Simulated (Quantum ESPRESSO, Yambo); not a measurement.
Be$_{2}$C under isotropic strain

```
CELL_PARAMETERS angstrom
      0.00000     2.15803     2.15803
      2.15803     0.00000     2.15803
      2.15803     2.15803     0.00000
ATOMIC_POSITIONS crystal
  Be 0.75000 0.75000 0.75000
  Be 0.25000 0.25000 0.25000
  C  0.00000 0.00000 0.00000
```

Be2C (space group Fm-3m, No. 225) under isotropic strain (on all lattice vectors), counted from the cell relaxed with PBEsol, atoms relaxed at each step. norm-conserving PBEsol (Quantum ESPRESSO, 88 Ry, scalar-relativistic); G0W0 and BSE in Yambo (6×6×6 Γ-centred k mesh, bands 3 to 76 and a 14 Ry block in the screening, 76 bands in G with the Bruneval-Gonze terminator, plasmon pole fitted at 27.2 eV; BSE 10×10×10 mesh, 3 valence and 3 conduction bands, static screening with 13 bands and a 4 Ry block, scissor from each state's G0W0).

```csv
strain (%),pressure (GPa),PBEsol gap (eV),kind,G0W0 direct gap (eV),lowest vertical BSE state (eV),RPA ε∞ along x
-3,22.0,1.12,indirect,5.64 at Γ,not resolved,6.53
-1.5,10.1,1.10,indirect,5.52 at Γ,not resolved,6.62
-0.7,4.5,1.09,indirect,5.45 at Γ,not resolved,6.67
0,0.0,1.08,indirect,5.40 at Γ,not resolved,6.71
+1,-5.8,1.07,indirect,5.33 at Γ,not resolved,6.78
+2,-11.0,1.05,indirect,5.25 at Γ,not resolved,6.85
```

Between -0.7 % and +1 % the direct gap at Γ has a volume deformation potential dE/dlnV of -1.9 eV in PBEsol; the block changes size in that range, so no G0W0 slope is given.

GW, BSE and RPA settings are held fixed; their convergence isn't established. Strains are linear. The screening block changes size along the series (137 vectors at -3 %, 137 vectors at -1.5 %, 137 vectors at -0.7 %, 137 vectors at +0 %, 169 vectors at +1 %, 169 vectors at +2 %), which puts steps into the G0W0 values.
